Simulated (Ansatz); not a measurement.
CsH: hydrostatic pressure series

These are results of DFT PBEsol, scalar-relativistic, plane waves, PAW (Ansatz 0.2.0), not measurements. Run with 420 eV cutoff, 8×8×8 k-mesh, Gaussian smearing of 0.02 eV, no spin polarisation.

Reference structure (relaxed):

```xyz
2
Lattice="3.7247 0.0000 0.0000 0.0000 3.7247 0.0000 0.0000 0.0000 3.7247" Properties=species:S:1:pos:R:3 pbc="T T T"
Cs    0.0000    0.0000    0.0000
H     1.8623    1.8623    1.8623
```

Cell and atoms are relaxed at each pressure within the symmetry of the start, at zero temperature, so transitions that lower the symmetry aren't seen. The k-mesh given is that at zero pressure and may differ at others. a, b and c are the lengths of the cell vectors above. Gaps are Kohn–Sham gaps over the whole zone.

Spin-orbit coupling is left out, which matters for the bands and energies of heavy elements.

| P (GPa) | V (Å³/atom) | V/V0 | a (Å) | b (Å) | c (Å) |
| --- | --- | --- | --- | --- | --- |
| 0 | 25.84 | 1.000 | 3.725 | 3.725 | 3.725 |
| 3 | 22.36 | 0.865 | 3.550 | 3.550 | 3.550 |
| 8 | 19.56 | 0.757 | 3.395 | 3.395 | 3.395 |
| 15 | 17.43 | 0.675 | 3.267 | 3.267 | 3.267 |
| 30 | 15.01 | 0.581 | 3.108 | 3.108 | 3.108 |
| 60 | 12.65 | 0.490 | 2.936 | 2.936 | 2.936 |

Question: What bulk modulus and pressure derivative fit these points?

Answer: A third-order Birch–Murnaghan fit gives B0 = 15 GPa and B0' = 4.8.

Question: What does pressure do to the gap?

Answer: The gaps are 2.54 eV at 0 GPa, 2.32 eV at 3 GPa, 1.89 eV at 8 GPa, 1.45 eV at 15 GPa, 0.80 eV at 30 GPa, metal at 60 GPa. It closes between 30 and 60 GPa.

This CsCl-type form isn't the usual stable structure of the compound.